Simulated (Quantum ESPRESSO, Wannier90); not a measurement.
BeTe (zinc blende): Wannier90 run

```yaml
crystal:
  lattice:
    - [0.00000, 2.83146, 2.83146]
    - [2.83146, 0.00000, 2.83146]
    - [2.83146, 2.83146, 0.00000]
  atoms:
    - { symbol: Be, position: [0.00000, 0.00000, 0.00000] }
    - { symbol: Te, position: [0.25000, 0.25000, 0.25000] }
```

Materials Project entry mp-252; symmetrised, unrelaxed at this level. COD (Crystallography Open Database) has an entry of this formula and space group (matched by these alone). Method: PBE plane waves in Quantum ESPRESSO 7.5 (PseudoDojo norm-conserving files, 71 Ry, no spin polarisation, no spin-orbit coupling), Bloch states on a 10×10×10 mesh through Γ, Wannier90 4.0.1. Density: 10×10×10 mesh, cold smearing 0.01 Ry. Spin-orbit coupling is left out although heavy elements are present.

Valence charges of the files: Be 4, Te 16. 21 bands were computed.

Isolated groups of bands, relative to the valence-band maximum (bands from 11 on overlap up to the last one computed):

```csv
bands,from (eV),to (eV),filling,weight on atomic waves
1,-100.39,-100.39,filled,Be 1s 100 %
2–6,-36.26,-36.24,filled,Te 4d 100 %
7,-12.19,-10.39,filled,"Te 5s 85 %, Be 2s 12 %"
8–10,-5.42,0.00,filled,"Te 5p 83 %, Be 2s 8 %"
```

Wanted is a model with the orbitals Be s p, Te s p, without the filled groups that are mainly made of other shells (semicore states, and anion s where it isn't named); all higher bands stay in for disentanglement.

Q: Give num_wann, exclude_bands and num_bands, and the number of electrons that the model holds.

A: Electrons: 1×4 + 1×16 = 20, which fill 10 bands.
num_wann = 1×4 + 1×4 = 8.
exclude_bands = 1-6, 6 bands, so num_bands = 21 − 6 = 15.
The model holds 20 − 2×6 = 8 electrons. With the window frozen to 3.53 eV it follows pw.x to 8.7 meV rms (states up to 3.0 eV relative to the valence-band maximum).
